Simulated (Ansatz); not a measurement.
BC₃ in space group Cmcm (No. 63; Pearson symbol oS32), PBE+D3(BJ) (plane waves, PAW; program Ansatz), all energies at zero smearing, with the estimated change up to a 700 eV cutoff added, with one set of potentials and settings (totals compare only within such a set). Cell of 16 atoms (4 B, 12 C): -3634.208 eV.

```tsv
element	reference phase	E (eV/atom)
B	R-3m, 12 atoms in the cell	-156.1246
C	P6_3/mmc, 4 atoms in the cell	-251.0872
```

Formation energy per atom, worked out: (-3634.208 − 4×(-156.1246) − 12×(-251.0872))/16 = 0.209 eV/atom (20 kJ per mol of atoms), at 0 K, without zero-point energy or fitted corrections.

The start of the workflow was typed in or built on a structure type; neither database checked (COD, Materials Project) lists it. Its standing as an ambient phase is unchecked. The PBE+D3(BJ) relaxation kept the symmetry of its start; its stability against distortions is not shown here. Its formation energy is positive at this level, so the cell may be metastable or incomplete. The references are the lowest solids computed at this level, not always the standard phases.

Potentials: the earlier of the program's two PAW sets.
